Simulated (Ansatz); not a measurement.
**Li: pressure against volume, fitted**

```
CELL_PARAMETERS angstrom
0.00000 2.20200 2.20200
2.20200 0.00000 2.20200
2.20200 2.20200 0.00000
ATOMIC_POSITIONS crystal
Li 0.00000 0.00000 0.00000
```

The cell is COD entry 9008473, as deposited and not checked against the literature; nothing was relaxed.

The calculation used DFT, PBEsol, all-electron LAPW, scalar-relativistic (Ansatz 0.2.0).

Settings: a Γ-centred 13×13×13 k mesh, Fermi–Dirac smearing of 0.08 eV, basis error target 0.25 meV/atom, no spin polarisation.

The cell is scaled evenly. Fractional coordinates are held (clamped ions).

```
V (Å³/atom)  P (GPa)
     20.073     0.10
     20.286    -0.04
     20.500    -0.18
     20.820    -0.38
     20.927    -0.44
     21.141    -0.56
     21.354    -0.67
     21.568    -0.78
     21.781    -0.89
     21.888    -0.94
     22.208    -1.09
     22.422    -1.18
```

Fit a third-order Birch–Murnaghan curve to the pressures.

P = (3B0/2)(y^(7/2) − y^(5/2))[1 + (3/4)(B0′ − 4)(y − 1)] with y = (V0/V)^(2/3) fits within 0.01 GPa for V0 = 20.222 Å³/atom, B0 = 13.5 GPa and B0′ = 3.16.

Predict the pressure at the withheld volume, 22.635 Å³/atom.

There y = 0.9276, so the fit gives -1.27 GPa; the run gave -1.27 GPa.
